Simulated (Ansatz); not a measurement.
Crystals of one structure type (rock salt) and one family of elements, relaxed and computed with LDA (plane waves, PAW; program Ansatz).

```tsv
crystal	K_Hill (GPa)	G_Hill (GPa)
RbBr	18.4	8.1
KBr	20.3	9.7
NaI	20.8	10.8
RbCl	21.8	?
LiBr	33.3	21.9
KF	43.7	21.1
NaF	61.0	37.4
```

### Question
Fit a straight line to ln G against ln K and predict the withheld value.

### Answer
Least squares on the 6 shown rows: ln G = 1.19 × ln K + (-1.286), with a scatter of 11 %. For RbCl this gives 10.8. The run itself gave 9.8, within the scatter.

All cells were relaxed under the symmetry of their starts (and spin orders); stability against distortions was not tested throughout. Scalar-relativistic: spin–orbit coupling is off unless named, which matters more the heavier the elements.

Potentials: the later of the program's two PAW sets.
